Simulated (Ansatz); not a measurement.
# MgS: how strain makes field gradients

```xyz
2
Lattice="0.0000 2.6016 2.6016 2.6016 0.0000 2.6016 2.6016 2.6016 0.0000" Properties=species:S:1:pos:R:3 pbc="T T T"
Mg    0.0000    0.0000    0.0000
S     2.6016    2.6016    2.6016
```

Atoms are numbered in the order listed.

Conventional cell: a = 5.203 Å, b = 5.203 Å, c = 5.203 Å, α = 90.00°, β = 90.00°, γ = 90.00°. Around Mg (atom 1) lie 6 S at 2.60 Å. Around S (atom 2) lie 6 Mg at 2.60 Å.

The cell comes from COD entry 9008672, which wasn't checked; take it as a given geometry.

Method: DFT, LDA, all-electron PAW with datasets made for the crystal, scalar-relativistic (Ansatz 0.2.0).

The runs use a Γ-centred 8×8×8 k mesh, Fermi–Dirac smearing of 0.01 eV, cutoff 200 eV (chosen by the program for this cell), no spin polarisation.

The strain is applied along the Cartesian axes of the cell as listed (γ is the engineering shear, twice εxy = εyz = εzx). Fractional coordinates are held (clamped ions).

The columns are Cartesian components of the electric field gradient at the nuclei, in 10²¹ V/m².

Only quantities that a quadratic follows smoothly over the whole series are listed; rougher ones are left out.

```tsv
γ	Vxy at Mg1	Vxy at S2
-0.0300	0.08	-0.83
-0.0200	0.05	-0.56
-0.0100	0.03	-0.28
0.0000	0.00	0.00
0.0100	-0.03	0.29
0.0300	-0.08	0.89
```

Question: Fit the series and give the gradient–strain slopes.

Answer: Least-squares fits y = p0 + p1 x + p2 x² to the rows give Vxy at Mg1: p1 = -2.67, p2 = 2.1e-14; Vxy at S2: p1 = 28.7, p2 = 32. The slopes p1 are in 10²¹ V/m² per unit strain, for clamped ions.

Question: One run, at γ = 0.0200, is withheld. Predict its row.

Answer: The fits give -0.05, 0.59; the run gave -0.05, 0.59.
